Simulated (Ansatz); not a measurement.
Cu Kα1 powder pattern (kinematic, no thermal factors).
```
2θ (°)  relative intensity
 18.21                   4
 26.12                 100
 26.53                   9
 27.46                  60
 27.71                   2
 29.58                  83
 32.03                   2
 34.96                   7
 38.26                  36
 41.89                   6
 46.09                  82
 47.07                   2
 49.89                  83
 49.95                   2
 53.74                  13
 53.96                   1
 54.49                  51
 55.72                  14
 59.12                   2
 61.40                   9
 64.02                   2
 68.36                   1
 70.25                  29
 73.44                  10
 73.63                   1
 75.12                  11
 75.95                   2
 78.07                   1
 78.84                  20
 80.08                   8
 82.44                   2
 85.37                  13
 85.41                   1
 88.20                  32
```

The pattern is computed from a structure relaxed with DFT PBE, scalar-relativistic, plane waves, PAW in Ansatz 0.2.0. No spin polarisation. Its elements are As, Ga, P.

**Question.** Give the structure.

**Answer.** Ga₃AsP₂.
Space group P6_3mc (No. 186). a = 3.936 Å, b = 3.936 Å, c = 19.470 Å, α = 90.00°, β = 90.00°, γ = 120.00°
```csv
atom,site,symmetry,x,y,z
Ga,2b,3m.,0.3333,0.6667,0.3300
Ga,2b,3m.,0.3333,0.6667,0.6667
Ga,2b,3m.,0.3333,0.6667,0.0035
P,2b,3m.,0.3333,0.6667,0.1263
P,2b,3m.,0.3333,0.6667,0.7899
As,2b,3m.,0.3333,0.6667,0.4577
```

A pattern alone doesn't exclude other cells with like lines; this is the one computed.

It was reached by relaxing an invented guess, and it needn't be the stable form of this composition.
